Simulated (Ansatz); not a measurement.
FeLi₄Nb₆O₁₈:
```yaml
crystal:
  lattice:
    - [5.16689, 0.00000, 0.00000]
    - [-2.58345, 4.47466, 0.00000]
    - [0.00000, 0.00000, 13.88353]
  atoms:
    - { symbol: Fe, position: [0.00000, 0.00000, 0.21007], spin: 3.6 }
    - { symbol: Li, position: [0.66667, 0.33333, 0.55795] }
    - { symbol: Li, position: [0.33333, 0.66667, 0.38922] }
    - { symbol: Li, position: [0.33333, 0.66667, 0.88250] }
    - { symbol: Li, position: [0.00000, 0.00000, 0.72203] }
    - { symbol: Nb, position: [0.33333, 0.66667, 0.16487] }
    - { symbol: Nb, position: [0.66667, 0.33333, 0.33953] }
    - { symbol: Nb, position: [0.00000, 0.00000, 0.50347] }
    - { symbol: Nb, position: [0.33333, 0.66667, 0.66882] }
    - { symbol: Nb, position: [0.66667, 0.33333, 0.83621] }
    - { symbol: Nb, position: [0.00000, 0.00000, 0.99426] }
    - { symbol: O, position: [0.05255, 0.73409, 0.10511], spin: 0.1 }
    - { symbol: O, position: [0.68154, 0.94745, 0.10511], spin: 0.1 }
    - { symbol: O, position: [0.00792, 0.36908, 0.27268], spin: 0.1 }
    - { symbol: O, position: [0.26591, 0.31846, 0.10511], spin: 0.1 }
    - { symbol: O, position: [0.36116, 0.99208, 0.27268], spin: 0.1 }
    - { symbol: O, position: [0.63092, 0.63884, 0.27268], spin: 0.1 }
    - { symbol: O, position: [0.70382, 0.04683, 0.43726] }
    - { symbol: O, position: [0.34301, 0.29618, 0.43726] }
    - { symbol: O, position: [0.67609, 0.71426, 0.60250] }
    - { symbol: O, position: [0.95317, 0.65699, 0.43726] }
    - { symbol: O, position: [0.03817, 0.32391, 0.60250] }
    - { symbol: O, position: [0.28574, 0.96183, 0.60250] }
    - { symbol: O, position: [0.37453, 0.38192, 0.76779] }
    - { symbol: O, position: [0.00739, 0.62547, 0.76779] }
    - { symbol: O, position: [0.33350, 0.03468, 0.93047] }
    - { symbol: O, position: [0.61808, 0.99261, 0.76779] }
    - { symbol: O, position: [0.70118, 0.66650, 0.93047] }
    - { symbol: O, position: [0.96532, 0.29882, 0.93047] }
```

Relaxed with r²SCAN. Independent-particle spectrum: no excitons, no local fields, no scissors shift; 0.1 eV broadening; ε₁ of the summed bands alone.

Question: Tabulate the dielectric function from plane-wave PAW r²SCAN (Ansatz code).

Answer: 

```csv
E (eV),ε₁ xx,ε₂ xx,ε₁ zz,ε₂ zz
0.0,6.13,0.00,5.50,0.00
0.3,6.22,0.00,5.55,0.00
0.6,6.83,0.15,5.83,0.02
0.9,5.86,1.85,5.83,0.86
1.2,5.62,0.77,5.29,1.24
1.5,5.37,0.85,4.92,0.58
1.8,5.68,0.27,5.30,0.61
2.1,6.13,0.53,5.20,0.27
2.4,6.20,0.34,5.73,0.08
2.7,6.64,0.94,5.92,0.92
3.0,6.41,1.03,5.94,0.71
3.3,6.84,0.74,6.22,0.57
3.6,7.71,0.62,7.06,0.54
3.9,9.20,1.26,8.58,0.95
4.2,10.97,3.53,9.46,3.13
4.5,9.89,7.26,9.59,6.47
4.8,6.80,8.21,5.05,8.23
5.1,5.87,8.31,4.40,5.76
5.4,3.89,9.02,4.61,7.05
5.7,1.98,8.56,1.75,7.00
6.0,-0.18,7.38,0.92,5.67
6.3,-0.42,5.30,0.75,4.61
6.6,-0.19,4.18,0.61,3.73
6.9,0.01,3.37,0.84,3.02
7.2,0.47,2.55,1.24,2.46
7.5,1.20,2.09,1.70,2.10
7.8,1.99,1.85,2.40,1.93
8.1,2.96,2.14,3.25,2.29
8.4,3.50,3.22,3.74,3.37
8.7,3.27,4.61,3.14,4.62
9.0,2.14,5.26,2.21,4.87
9.3,0.88,5.21,1.12,5.01
9.6,0.12,4.29,0.53,4.32
9.9,0.18,3.73,0.23,3.88
10.2,0.10,3.59,0.15,3.63
10.5,0.03,3.25,-0.08,3.30
10.8,-0.13,3.03,-0.47,2.97
11.1,-0.13,2.72,-0.34,2.29
11.4,-0.04,2.54,-0.08,2.05
11.7,-0.13,2.37,0.09,1.89
12.0,-0.07,2.06,0.30,1.84
```

Question: From ε at 2.6 eV (xx: 6.77 + 0.67i), find n, k, the normal reflectivity and the absorption coefficient.

Answer: n = 2.61, k = 0.127, R = 20 %, α = 2kE/ħc = 33000 cm⁻¹.

With all bands, ε∞ without local fields is 6.32 (xx = yy), 5.69 (zz).

Space group P3. The start of the workflow was typed in or built on a structure type; neither database checked (COD, Materials Project) lists it. Whether it is the stable phase at ambient conditions was not checked. The cell was relaxed with r²SCAN under the symmetry of its start; whether a distortion lowers the energy is not shown. Spin order of the final state: ferromagnetic, the only order run, not a proven ground state. Other orbital occupations within this spin state were not tried. No Hubbard U is applied. Scalar-relativistic: spin–orbit coupling is off unless named, which matters more the heavier the elements.

Potentials: the later of the program's two PAW sets.
